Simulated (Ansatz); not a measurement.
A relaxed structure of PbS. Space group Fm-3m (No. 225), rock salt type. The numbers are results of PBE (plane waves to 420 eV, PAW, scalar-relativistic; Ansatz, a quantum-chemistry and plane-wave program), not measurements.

Space group Fm-3m (No. 225); a = 6.0089 Å, b = 6.0089 Å, c = 6.0089 Å, α = 90.00°, β = 90.00°, γ = 90.00°

```csv
atom,site,symmetry,x,y,z
S,4a,m-3m,0.0000,0.0000,0.0000
Pb,4b,m-3m,0.5000,0.5000,0.5000
```
(The calculation used a cell of 2 atoms; values per cell refer to that cell.)

- Volume per atom: 27.12 Å³
- Band gap: 0.49 eV, direct (no spin-orbit coupling)
- Shortest distances: Pb–S 3.00 Å
- k-mesh: 10×10×10

Band energies at high-symmetry points (eV from the VBM; labels of this space group; no spin-orbit coupling), from −5 eV up to 1.8 eV:

```tsv
point	energies
Γ	-1.95 -1.95 -1.95
X	-4.84 -3.16 -3.16
U	-4.44 -2.68 -2.30
K	-4.44 -2.68 -2.30
L	-1.59 -1.59 0.00 0.49
W	-4.10 -4.10 -0.91
```

No spin polarisation in the result. Without spin-orbit coupling the bands of the heavy element are not split, so the gap can be far off.

The run could not lose the symmetry of its start; a randomly shaken copy of 4 atoms returns to this structure.

All atoms sit on sites fixed by symmetry, so only the cell could relax.
